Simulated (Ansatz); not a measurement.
A generator proposed this cell of Ge4P.

Space group P6/mmm (No. 191). a = 4.631 Å, b = 4.631 Å, c = 5.437 Å, α = 90.00°, β = 90.00°, γ = 120.00°
```
atom  site  symmetry       x       y       z
  Ge    3g       mmm  0.5000  0.0000  0.5000
  Ge    1b     6/mmm  0.0000  0.0000  0.5000
   P    1a     6/mmm  0.0000  0.0000  0.0000
```

Level of theory: DFT PBE, scalar-relativistic, plane waves, PAW (Ansatz 0.2.0). Cutoff 420 eV; k points 6×6×4 on the computed 5-atom cell (Γ-centred); Gaussian smearing, width 0.10 eV; no spin polarisation.

Energies over the elements count from the elements' standard structures at the same level, with no fitted energy shifts. The references include black phosphorus.

**Question.** How far from equilibrium is it?

**Answer.** The pressure is 37.9 GPa (the mean over three directions, positive in compression), the largest force is 0.00 eV/Å (symmetry fixes the atoms), and the energy is +2.08 eV/atom against the elements. The shortest distance is 2.32 Å.

**Question.** Is it a good guess?

**Answer.** A poor one: relaxing gains about 1.3 eV/atom (the start's value is from the coarse mesh, so the gain is rough) in 15 ionic steps and ends at +0.78 eV/atom on the finer mesh. The symmetry stays P6/mmm (No. 191). The volume per atom grows by 28.3 %, from 20.2 to 25.9 Å³. The shortest distance goes from 2.32 Å (Ge–Ge) to 2.37 Å (Ge–P). The ratio c/a of the conventional cell changes by a factor of 0.72. Conventional cell: a = 5.625 Å, c = 4.730 Å. Around Ge on a site of symmetry mmm lie 6 Ge at 2.81 Å; around Ge on a site of symmetry 6/mmm lie 2 P at 2.37 Å and 6 Ge at 2.81 Å; P has 2 Ge at 2.37 Å.

The last run used a 12×12×8 mesh (in the run's order of axes) for its 5-atom cell and Gaussian smearing of 0.10 eV. The cell is a metal run without spin; a magnetic state may lie lower. The reference form of P is held partly by dispersion forces, which this level lacks. The relaxation can't lower the symmetry of the start, and the grade says only how near the guess is to its own end. Symmetry constrained the relaxation, so the result can be a saddle point. Another cell of Ge4P relaxed alike, in R-3m, lies 0.61 eV/atom lower, so this cell isn't the stable form at this level.
